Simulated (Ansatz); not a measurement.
## Computed properties of TiAl

TiAl:
```
TiAl
1.0
    3.15608     0.00000     0.00000
    0.00000     3.15608     0.00000
    0.00000     0.00000     3.15608
Ti Al
1 1
Direct
  0.00000   0.00000   0.00000
  0.50000   0.50000   0.50000
```

Space group Pm-3m (No. 221), CsCl type; conventional cell a = 3.1561 Å, b = 3.1561 Å, c = 3.1561 Å, α = 90.00°, β = 90.00°, γ = 90.00°.

Method: DFT-PBEsol in the program Ansatz with PAW potentials. The cell and atoms are relaxed at this level. Other levels are named where they apply.

Cell and energy:

- Volume per atom = 15.72 Å³
- Density = 3.95 g/cm³
- Formation energy from the elements (no fitted shifts) = -0.26 eV/atom

Electronic structure:

- Electronic character = metallic (no gap)
- Density of states at the Fermi level = 1.3 states/eV per atom (mean over ±0.08 eV)

Mechanics:

* **Bulk modulus (Birch–Murnaghan fit)**: 119 GPa
* **Pressure derivative B′**: 3.9
* **Elastic constants (relaxed ions, GPa)**: C11 = 78.9, C12 = 138, C44 = 74.7
* **Mechanical stability**: unstable (C has a negative eigenvalue)

Phonons:

* **Highest zone-centre frequency**: 323 cm^-1
* **Zone-centre stability**: no imaginary mode at Γ

The workflow started from a Materials Project entry (that database holds measured and hypothetical structures alike); the Crystallography Open Database copy checked does not list it. It is not the phase usual at ambient conditions (space group No. 123). The PBEsol relaxation kept the symmetry of its start. No spin polarisation was allowed. As this level gives no gap, shear constants depend on the k-mesh and smearing (Fermi–Dirac, 0.1 eV here). As this level gives no gap, phonon frequencies hold no LO–TO term and depend on the k-mesh and smearing (Fermi–Dirac, 0.1 eV here). The references are the lowest solids computed at this level, not always the standard phases.

Potentials: the earlier of the program's two PAW sets. The files were generated under PBE; for other functionals the program regenerates the frozen cores, and for LDA and PBEsol the local potential too.
